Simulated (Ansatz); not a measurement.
### Question
Name crystals whose computed values (LDA (plane waves, PAW; program Ansatz)) fall in these windows: Θ_D (K) 440 to 540; B₀ by P(V) fit (GPa) 310 to 370; G_Hill (GPa) 130 to 170.

### Answer


```
crystal                        Θ_D (K)  B₀ by P(V) fit (GPa)  G_Hill (GPa)
-----------------------------  -------  --------------------  ------------
Tc, hcp (Mg type)                  505                   342           156
W2C, P-3m1 (C on 1a, W on 2d)      452                   342           169
```
Others may fit too.

All cells were relaxed under the symmetry of their starts (and spin orders); stability against distortions was not tested throughout. Rows with no word on spin ran without spin polarisation. Scalar-relativistic: spin–orbit coupling is off unless named, which matters more the heavier the elements.

Potentials: the later of the program's two PAW sets.
